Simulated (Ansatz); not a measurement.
# Ionic part of the dielectric constant of Zr2ScF3, mode by mode

Method: DFT PBE, scalar-relativistic, plane waves, PAW (Ansatz 0.2.0). Settings: 420 eV plane-wave cutoff, Γ-centred 6×6×6 mesh, fixed occupations. No spin polarisation. Phonons by linear response, acoustic sum rule imposed.

Space group P31m (No. 157), trigonal, a = 5.580 Å, c = 8.094 Å. Around Zr on a site of symmetry 3m lie 3 F at 2.38 Å, 3 Zr at 3.03 Å and 6 Sc at 3.23 Å; Zr on a site of symmetry m is surrounded by 3 F at 2.28–2.30 Å, 7 Zr at 3.03–3.32 Å and 2 Sc at 3.17 Å; Sc has 3 F at 2.18 Å, 6 Zr at 3.17–3.23 Å and 3 Sc at 3.22 Å; F on its first site is surrounded by 2 Sc at 2.18 Å and 1 Zr at 2.38 Å; F on its second site is surrounded by 3 Zr at 2.28–2.30 Å.

It was reached by relaxing an invented guess, and it needn't be the stable form of this composition. The run warned that its linear response isn't converged on this k mesh, so dielectric tensors, Born charges and infrared intensities are rough, and the frequencies may be too. No dispersion correction is applied, so modes and constants that involve weak contacts between layers, chains or molecules come out too soft.

The primitive cell has V = 218.28 Å³ and ε∞,yy = 23.600. Each polar mode adds Δε = (4.92064×10⁷/V)·S/ν² along y, with S its oscillator strength in e²/amu, ν in cm⁻¹ and V in Å³.

Question: From these modes, find each Δε and ε0,yy.
```tsv
ν (cm⁻¹)	S_yy (e²/amu)
87.48	0.00433
144.83	1.188
165.07	0.4042
208.16	0.1112
212.07	0.5918
226.14	0.2998
250.95	0.2738
255.43	0.1795
319.19	0.00437
337.02	0.02544
```

Answer:
```
ν (cm⁻¹)     Δε
   87.48   0.13
  144.83  12.77
  165.07   3.34
  208.16   0.58
  212.07   2.97
  226.14   1.32
  250.95   0.98
  255.43   0.62
  319.19   0.01
  337.02   0.05
```

The sum is 22.77, so ε0,yy = 46.37; the run's tensor has 46.37.

Question: Where do the longitudinal modes lie for a wave vector along y?

Answer: At 87.58, 157.11, 179.11, 208.69, 220.30, 237.29, 253.62, 274.51, 319.31, 337.62 cm⁻¹. The Lyddane–Sachs–Teller product Π(ν_LO/ν_TO)² = 1.96 agrees with ε0/ε∞ = 1.96.
